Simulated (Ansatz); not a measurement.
A crystal relaxed with r2SCAN in the PAW code Ansatz has space group P3m1 (No. 156) and a = 3.957 Å, c = 9.682 Å.

```
atom  site       x       y       z
   P    1a  0.0000  0.0000  0.0001
  Xx    1b  0.3333  0.6667  0.3304
  Xx    1c  0.6667  0.3333  0.6695
  Ga    1b  0.3333  0.6667  0.0771
  Ga    1c  0.6667  0.3333  0.4168
  Ga    1a  0.0000  0.0000  0.7562
```

r2SCAN gives a direct gap of 1.30 eV at Γ. HSE06 gives a direct gap of 1.70 eV at Γ. Meshes: r2SCAN 12×12×4, HSE06 6×6×2.

Question: Which element is Xx?
A. Sb
B. N
C. Bi
D. As

Answer: D. Xx is As: an ordered 6-atom cell of Ga3As2P on the zincblende lattice (P3m1). P has 4 Ga at 2.36–2.40 Å; As has 4 Ga at 2.43–2.45 Å; Ga has 3 P at 2.40 Å and 1 As at 2.45 Å; Ga has 4 As at 2.43–2.45 Å; Ga has 1 P at 2.36 Å and 3 As at 2.43 Å.

Note: simulated data, non-magnetic, for a generated structure that need not be the stable one.

Spin-orbit coupling is left out.

The meshes of the hybrids are coarse, so their gaps aren't converged to the digits shown.
